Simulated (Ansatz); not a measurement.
An elastic tensor (GPa, Voigt order, standard axes) from r²SCAN (plane waves, PAW; program Ansatz):

```
 125  96.6  50.0   0.0   0.0   0.0
96.6   125  50.0   0.0   0.0   0.0
50.0  50.0   206   0.0   0.0   0.0
 0.0   0.0   0.0  63.7   0.0   0.0
 0.0   0.0   0.0   0.0  63.7   0.0
 0.0   0.0   0.0   0.0   0.0  14.0
```

Task: Which of these materials gives this?
(A) BAs, P6_422 (B on 3c, As on 3d)
(B) NaF, P6_3/mmc (Na on 2d, F on 2c)
(C) C, P6_3/mmc (C on 4e, C on 4f)
(D) CaO, P6_3/mmc (Ca on 2d, O on 2c)

Result: D, CaO, P6_3/mmc (Ca on 2d, O on 2c)

The start of the workflow was typed in or built on a structure type; the Crystallography Open Database copy checked does not list it. It is not the phase usual at ambient conditions (space group No. 225). The r²SCAN relaxation kept the symmetry of its start; its stability against distortions is not shown here.

Potentials: the later of the program's two PAW sets.
